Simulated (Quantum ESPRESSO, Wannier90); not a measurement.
## Tight-binding from DFT: InAgTe₂ (P-4m2)

```
begin unit_cell_cart
ang
    4.5631200000    0.0000000000    0.0000000000
    0.0000000000    4.5631200000    0.0000000000
    0.0000000000    0.0000000000    6.5394700000
end unit_cell_cart
begin atoms_frac
In   0.5000000000  0.5000000000  0.5000000000
Ag   0.0000000000  0.0000000000  0.0000000000
Te   0.0000000000  0.5000000000  0.2432900000
Te   0.5000000000  0.0000000000 -0.2432900000
end atoms_frac
```

Cell from Materials Project (mp-1223798), symmetrised, no further relaxation. Not found in the COD (Crystallography Open Database) copy used, which has the formula in other groups; not checked further. Method: PBEsol plane waves in Quantum ESPRESSO 7.5 (PseudoDojo norm-conserving files, 66 Ry, spinors with spin-orbit coupling), Bloch states on a 4×4×4 mesh through Γ, Wannier90 4.0.1. Density: 8×8×6 mesh, cold smearing 0.01 Ry. With spin-orbit coupling a semilocal functional can close or falsely invert a small gap; the band order was not checked against a better method. The gap is small at this level and was sampled on the meshes and a path alone.

A tight-binding model is made by disentanglement and projection with no localisation steps (num_iter = 0), so the 42 orbitals stay atom-like: hydrogen-like In: s;p; Ag: s;p;d; Te: s;p, axes along x, y, z; frozen window up to 1.58 eV relative to the valence-band maximum. It follows pw.x to 5.1 meV rms for states up to 1.1 eV relative to the valence-band maximum. Matrix elements depend on this choice of orbitals and windows.

The 45 largest hoppings ⟨m,0|H|n,R⟩ between different sites (one of each Hermitian pair; signs follow the real orbitals' lobes; the list may end inside a set of equal values):

```json
[
 {"m": "Te3 pz↑", "n": "In1 px↑", "R": "0 0 0", "distance of the centres (Å)": "2.83", "t (eV)": "1.627", "Im t (eV)": "0.000"},
 {"m": "Te3 pz↓", "n": "In1 px↓", "R": "0 0 0", "distance of the centres (Å)": "2.83", "t (eV)": "1.627", "Im t (eV)": "0.000"},
 {"m": "In1 py↑", "n": "Te4 pz↑", "R": "0 0 1", "distance of the centres (Å)": "2.83", "t (eV)": "-1.627", "Im t (eV)": "0.000"},
 {"m": "In1 py↓", "n": "Te4 pz↓", "R": "0 0 1", "distance of the centres (Å)": "2.83", "t (eV)": "-1.627", "Im t (eV)": "0.000"},
 {"m": "In1 py↑", "n": "Te4 pz↑", "R": "0 1 1", "distance of the centres (Å)": "2.83", "t (eV)": "1.627", "Im t (eV)": "0.000"},
 {"m": "In1 py↓", "n": "Te4 pz↓", "R": "0 1 1", "distance of the centres (Å)": "2.83", "t (eV)": "1.627", "Im t (eV)": "0.000"},
 {"m": "In1 px↑", "n": "Te3 pz↑", "R": "1 0 0", "distance of the centres (Å)": "2.83", "t (eV)": "-1.627", "Im t (eV)": "0.000"},
 {"m": "In1 px↓", "n": "Te3 pz↓", "R": "1 0 0", "distance of the centres (Å)": "2.83", "t (eV)": "-1.627", "Im t (eV)": "0.000"},
 {"m": "Te3 s↑", "n": "Ag2 py↑", "R": "0 0 0", "distance of the centres (Å)": "2.94", "t (eV)": "-1.567", "Im t (eV)": "0.000"},
 {"m": "Te3 s↓", "n": "Ag2 py↓", "R": "0 0 0", "distance of the centres (Å)": "2.94", "t (eV)": "-1.567", "Im t (eV)": "0.000"},
 {"m": "Te4 s↓", "n": "Ag2 px↓", "R": "0 0 0", "distance of the centres (Å)": "2.94", "t (eV)": "-1.567", "Im t (eV)": "0.000"},
 {"m": "Te3 s↑", "n": "Ag2 py↑", "R": "0 1 0", "distance of the centres (Å)": "2.94", "t (eV)": "1.567", "Im t (eV)": "0.000"},
 {"m": "Te3 s↓", "n": "Ag2 py↓", "R": "0 1 0", "distance of the centres (Å)": "2.94", "t (eV)": "1.567", "Im t (eV)": "0.000"},
 {"m": "Te4 s↓", "n": "Ag2 px↓", "R": "1 0 0", "distance of the centres (Å)": "2.94", "t (eV)": "1.567", "Im t (eV)": "0.000"},
 {"m": "Te4 s↑", "n": "Ag2 px↑", "R": "0 0 0", "distance of the centres (Å)": "2.94", "t (eV)": "-1.567", "Im t (eV)": "0.000"},
 {"m": "Te4 s↑", "n": "Ag2 px↑", "R": "1 0 0", "distance of the centres (Å)": "2.94", "t (eV)": "1.567", "Im t (eV)": "0.000"},
 {"m": "Te3 py↓", "n": "Ag2 s↓", "R": "0 0 0", "distance of the centres (Å)": "2.90", "t (eV)": "1.546", "Im t (eV)": "0.000"},
 {"m": "Te4 px↑", "n": "Ag2 s↑", "R": "0 0 0", "distance of the centres (Å)": "2.90", "t (eV)": "1.546", "Im t (eV)": "0.000"},
 {"m": "Te3 py↓", "n": "Ag2 s↓", "R": "0 1 0", "distance of the centres (Å)": "2.90", "t (eV)": "-1.546", "Im t (eV)": "0.000"},
 {"m": "Te4 px↑", "n": "Ag2 s↑", "R": "1 0 0", "distance of the centres (Å)": "2.90", "t (eV)": "-1.546", "Im t (eV)": "0.000"},
 {"m": "Te3 py↑", "n": "Ag2 s↑", "R": "0 0 0", "distance of the centres (Å)": "2.90", "t (eV)": "1.546", "Im t (eV)": "0.000"},
 {"m": "Te4 px↓", "n": "Ag2 s↓", "R": "0 0 0", "distance of the centres (Å)": "2.90", "t (eV)": "1.546", "Im t (eV)": "0.000"},
 {"m": "Te3 py↑", "n": "Ag2 s↑", "R": "0 1 0", "distance of the centres (Å)": "2.90", "t (eV)": "-1.546", "Im t (eV)": "0.000"},
 {"m": "Te4 px↓", "n": "Ag2 s↓", "R": "1 0 0", "distance of the centres (Å)": "2.90", "t (eV)": "-1.546", "Im t (eV)": "0.000"},
 {"m": "Te3 px↑", "n": "In1 pz↑", "R": "0 0 0", "distance of the centres (Å)": "2.91", "t (eV)": "1.541", "Im t (eV)": "0.000"},
 {"m": "Te3 px↓", "n": "In1 pz↓", "R": "0 0 0", "distance of the centres (Å)": "2.91", "t (eV)": "1.541", "Im t (eV)": "0.000"},
 {"m": "In1 pz↑", "n": "Te4 py↑", "R": "0 0 1", "distance of the centres (Å)": "2.91", "t (eV)": "-1.541", "Im t (eV)": "0.000"},
 {"m": "In1 pz↓", "n": "Te4 py↓", "R": "0 0 1", "distance of the centres (Å)": "2.91", "t (eV)": "-1.541", "Im t (eV)": "0.000"},
 {"m": "In1 pz↑", "n": "Te4 py↑", "R": "0 1 1", "distance of the centres (Å)": "2.91", "t (eV)": "1.541", "Im t (eV)": "0.000"},
 {"m": "In1 pz↓", "n": "Te4 py↓", "R": "0 1 1", "distance of the centres (Å)": "2.91", "t (eV)": "1.541", "Im t (eV)": "0.000"},
 {"m": "In1 pz↑", "n": "Te3 px↑", "R": "1 0 0", "distance of the centres (Å)": "2.91", "t (eV)": "-1.541", "Im t (eV)": "0.000"},
 {"m": "In1 pz↓", "n": "Te3 px↓", "R": "1 0 0", "distance of the centres (Å)": "2.91", "t (eV)": "-1.541", "Im t (eV)": "0.000"},
 {"m": "Te3 py↑", "n": "Ag2 pz↑", "R": "0 0 0", "distance of the centres (Å)": "2.90", "t (eV)": "1.525", "Im t (eV)": "0.000"},
 {"m": "Te3 py↓", "n": "Ag2 pz↓", "R": "0 0 0", "distance of the centres (Å)": "2.90", "t (eV)": "1.525", "Im t (eV)": "0.000"},
 {"m": "Te4 px↑", "n": "Ag2 pz↑", "R": "0 0 0", "distance of the centres (Å)": "2.90", "t (eV)": "-1.525", "Im t (eV)": "0.000"},
 {"m": "Te4 px↓", "n": "Ag2 pz↓", "R": "0 0 0", "distance of the centres (Å)": "2.90", "t (eV)": "-1.525", "Im t (eV)": "0.000"},
 {"m": "Te3 py↑", "n": "Ag2 pz↑", "R": "0 1 0", "distance of the centres (Å)": "2.90", "t (eV)": "-1.525", "Im t (eV)": "0.000"},
 {"m": "Te3 py↓", "n": "Ag2 pz↓", "R": "0 1 0", "distance of the centres (Å)": "2.90", "t (eV)": "-1.525", "Im t (eV)": "0.000"},
 {"m": "Te4 px↑", "n": "Ag2 pz↑", "R": "1 0 0", "distance of the centres (Å)": "2.90", "t (eV)": "1.525", "Im t (eV)": "0.000"},
 {"m": "Te4 px↓", "n": "Ag2 pz↓", "R": "1 0 0", "distance of the centres (Å)": "2.90", "t (eV)": "1.525", "Im t (eV)": "0.000"},
 {"m": "Te3 px↑", "n": "In1 s↑", "R": "0 0 0", "distance of the centres (Å)": "2.91", "t (eV)": "-1.466", "Im t (eV)": "0.000"},
 {"m": "Te3 px↓", "n": "In1 s↓", "R": "0 0 0", "distance of the centres (Å)": "2.91", "t (eV)": "-1.466", "Im t (eV)": "0.000"},
 {"m": "In1 s↑", "n": "Te4 py↑", "R": "0 0 1", "distance of the centres (Å)": "2.91", "t (eV)": "-1.466", "Im t (eV)": "0.000"},
 {"m": "In1 s↓", "n": "Te4 py↓", "R": "0 0 1", "distance of the centres (Å)": "2.91", "t (eV)": "-1.466", "Im t (eV)": "0.000"},
 {"m": "In1 s↑", "n": "Te4 py↑", "R": "0 1 1", "distance of the centres (Å)": "2.91", "t (eV)": "1.466", "Im t (eV)": "0.000"}
]
```
